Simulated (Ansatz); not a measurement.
# Formation energy of LiGa

```
CELL_PARAMETERS angstrom
0.00000 3.07645 3.07645
3.07645 0.00000 3.07645
3.07645 3.07645 0.00000
ATOMIC_POSITIONS crystal
Li 0.50000 0.50000 0.50000
Li 0.75000 0.75000 0.75000
Ga 0.00000 0.00000 0.00000
Ga 0.25000 0.25000 0.25000
```

The cell comes from a relaxation on PAW files under the same functional, begun from a database entry that needn't be the ground state.

All numbers are PBEsol results (scalar-relativistic) from Ansatz 0.2.0, with a Γ-centred 10×10×10 k mesh, Fermi–Dirac smearing of 0.05 eV, no spin polarisation. Methods: LAPW: all electrons, basis error target 0.5 meV/atom; PAW: frozen-core files, cutoff 420 eV.

The elements are taken as Ga alpha-Ga, Li bcc, each relaxed on PAW files under the same functional and computed by the same method as the compound; zero-point and thermal terms are left out.

The PAW files were made under PBE.

(1) Give the formation energy by each method, with the residual pressure at this cell and the LAPW gap.

(2) Give the LAPW value for one formula unit in kJ/mol.

## Answers

(1) 

```json
{"method": "LAPW", "ΔE(formation) (eV/atom)": "-0.341", "P at this cell (GPa)": "0.01", "gap (eV)": "0.00"}
{"method": "PAW", "ΔE(formation) (eV/atom)": "-0.341", "P at this cell (GPa)": "0.00", "gap (eV)": "–"}
```

(2) -0.341 eV/atom × 2 atoms × 96.485 kJ/(mol·eV) = -65.8 kJ/mol, at zero temperature and without zero-point motion.
